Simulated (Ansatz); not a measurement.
Ga$_{2}$O$_{3}$ (corundum)

Space group R-3c, hexagonal axes (No. 167); a = b = 4.9846 Å, c = 13.4417 Å, α = β = 90.00°, γ = 120.00°

```csv
atom,site,symmetry,x,y,z
Ga,12c,3.,0.0000,0.0000,0.1446
O,18e,.2,0.3036,0.3036,0.7500
```
(The calculation used a cell of 10 atoms; values per cell refer to that cell.)

Equation-of-state scan: isotropic scaling of the cell above, V₀ being its volume. The atoms relax within the cell's symmetry.

All values below come from r2SCAN (plane waves to 500 eV, PAW, scalar-relativistic; Ansatz, a program for electronic structure). k mesh 9×9×9 (Γ-centred), Fermi-Dirac smearing 0.05 eV. E stands for the smeared free energy. Ga2O3 was relaxed with its symmetry unable to fall. The zero of ΔE is the relaxed starting cell.

Task: What ΔE (meV/atom) does the calculation give at V/V₀ = 0.940, 0.985, 1.015, 1.045, 1.060?

Result: 
```json
[
 {"V/V₀": "0.940", "ΔE (meV/atom)": "28.6"},
 {"V/V₀": "0.985", "ΔE (meV/atom)": "1.6"},
 {"V/V₀": "1.015", "ΔE (meV/atom)": "1.6"},
 {"V/V₀": "1.045", "ΔE (meV/atom)": "13.3"},
 {"V/V₀": "1.060", "ΔE (meV/atom)": "23.0"}
]
```

(Under strain, the slope of the energy per volume gives the stress and its curvature an elastic modulus.)
